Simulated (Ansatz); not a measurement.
## A vibration from a frozen displacement in AlCu

Theory: DFT r2SCAN, scalar-relativistic, plane waves, PAW (Ansatz 0.2.0). Cutoff 500 eV, Γ-centred 16×16×16 k-points, Gaussian smearing of 0.15 eV. No spin polarisation. Energies are free energies at this smearing, counted from the undisturbed cell; pressure is positive in compression.

The undisturbed cell (as given, not relaxed at this level; it stands at -4.9 GPa, and it needn't be the usual structure):

```
Al Cu
1.0
     2.99751    0.00000    0.00000
     0.00000    2.99751    0.00000
     0.00000    0.00000    2.99751
Al Cu
1 1
Direct
  0.00000 0.00000 0.00000
  0.50000 0.50000 0.50000
```

Every Cu atom is moved by x along the Cartesian unit vector (0.000, 0.000, 1.000); the cell and all other atoms stay fixed. The cell's volume is 26.93 Å³; the moved atoms weigh 63.546 u together and the others 26.982 u. Some rows repeat others by symmetry and weren't run.

| x (Å) | ΔE (meV/cell) | total force on the moved atoms along the move (eV/Å) | pressure (GPa) |
| --- | --- | --- | --- |
| -0.5000 | 493.00 | 1.9304 | 6.0034 |
| -0.4375 | 379.14 | 1.7107 | 3.5509 |
| -0.3750 | 279.41 | 1.4790 | 1.3727 |
| -0.3125 | 194.44 | 1.2394 | -0.5078 |
| -0.2500 | 124.59 | 0.9950 | -2.0693 |
| -0.1875 | 70.12 | 0.7477 | -3.2988 |
| -0.1250 | 31.17 | 0.4987 | -4.1867 |
| -0.0625 | 7.79 | 0.2494 | -4.7240 |
| 0.0000 | 0.00 | 0.0000 | -4.9041 |
| 0.0625 | 7.79 | -0.2494 | -4.7240 |
| 0.1250 | 31.17 | -0.4987 | -4.1867 |
| 0.1875 | 70.12 | -0.7477 | -3.2988 |
| 0.2500 | 124.59 | -0.9950 | -2.0693 |
| 0.3125 | 194.44 | -1.2394 | -0.5078 |
| 0.3750 | 279.41 | -1.4790 | 1.3727 |
| 0.4375 | 379.14 | -1.7107 | 3.5509 |
| 0.5000 | 493.00 | -1.9304 | 6.0034 |

**Question.** What frequency belongs to this motion?

**Answer.** The force constant is k = −dF/dx = 3.990 eV/Å², from the parabola through x = -0.0625, 0 and 0.0625. In every cell the moved atoms swing against the rest, so the mass is μ = m₁m₂/(m₁ + m₂) = 18.940 u, and ν̃ = 521.5 cm⁻¹ × √(|k|/μ) = 239 cm⁻¹, at this cell's pressure of -4.9 GPa. To first order in x, and within 1 %, the force on every atom lies along the move and, within each of the two groups, in proportion to the atom's mass, so this is itself a mode at the zone centre of this cell.

**Question.** How far does the harmonic law reach?

**Answer.** At x = -0.500 Å, kx²/2 = 498.80 meV against the computed 493.00 meV (-1.2 %): the well is still close to harmonic there.

**Question.** The pressure changes with x². What does that say about the frequency under compression?

**Answer.** With E = k(V)x²/2, k ∝ V^(−2γ) and x scaling with the cell as V^(1/3), P − P0 = −∂E/∂V = (2γ − 2/3) ΔE/V. At x = 0.1250 Å, V(P − P0) = 26.93 × 0.71736 / 160.2 eV = 120.59 meV and ΔE = 31.17 meV, so γ = 1/3 + V(P − P0)/(2ΔE) = 2.27. This is the Grüneisen parameter of the motion under uniform scaling of the cell: shrinking the cell evenly by 1 % in volume raises the frequency by about 2.27 %.

In a metal these slopes depend on the k mesh and the smearing.